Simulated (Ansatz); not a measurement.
Relaxed-ion elastic tensor of MgO in space group P3m1 (No. 156; Pearson symbol hP12) in GPa (Voigt order), LDA (plane waves, PAW; program Ansatz); density 2.91 g/cm³, 11.49 Å³ per atom.

```json
[
 {"": "1", "1": "201", "2": "112", "3": "90.2", "4": "0.0", "5": "0.0", "6": "0.0"},
 {"": "2", "1": "112", "2": "201", "3": "90.2", "4": "0.0", "5": "0.0", "6": "0.0"},
 {"": "3", "1": "90.2", "2": "90.2", "3": "180", "4": "0.0", "5": "0.0", "6": "0.0"},
 {"": "4", "1": "0.0", "2": "0.0", "3": "0.0", "4": "51.4", "5": "0.0", "6": "0.0"},
 {"": "5", "1": "0.0", "2": "0.0", "3": "0.0", "4": "0.0", "5": "51.4", "6": "0.0"},
 {"": "6", "1": "0.0", "2": "0.0", "3": "0.0", "4": "0.0", "5": "0.0", "6": "44.8"}
]
```

### Question
Is the crystal mechanically stable?

### Answer
Yes: the smallest eigenvalue of C is 44.8 GPa.

### Question
Work out the Voigt, Reuss and Hill averages.

### Answer
K_V = 130, K_R = 128, K_H = 129; G_V = 48.9, G_R = 48.6, G_H = 48.8 GPa.

### Question
Give Young's modulus, Poisson's ratio, Pugh's ratio and the universal anisotropy index.

### Answer
E = 9KG/(3K + G) = 130 GPa; ν = 0.33; K/G = 2.65 (ductile by the Pugh limit of 1.75); A_U = 5G_V/G_R + K_V/K_R − 6 = 0.04.

### Question
Estimate the sound speeds and the Debye temperature.

### Answer
v_l = √((K + 4G/3)/ρ) = 8170 m/s, v_t = √(G/ρ) = 4090 m/s, mean 4590 m/s; Θ = (h/k)(3n/4πV)^(1/3) v_m = 606 K.

### Question
How much does each axis shrink under pressure?

### Answer
Linear compressibilities β_i = Σ_j S_ij (j = 1 to 3): x 2.2, y 2.2, z 3.3 per TPa.

The workflow started from a Materials Project entry (that database holds measured and hypothetical structures alike); the Crystallography Open Database copy checked does not list it. It is not the phase usual at ambient conditions (space group No. 225). Symmetry was held in the LDA relaxation; phonons on a q-mesh show no instability.

Potentials: the later of the program's two PAW sets.
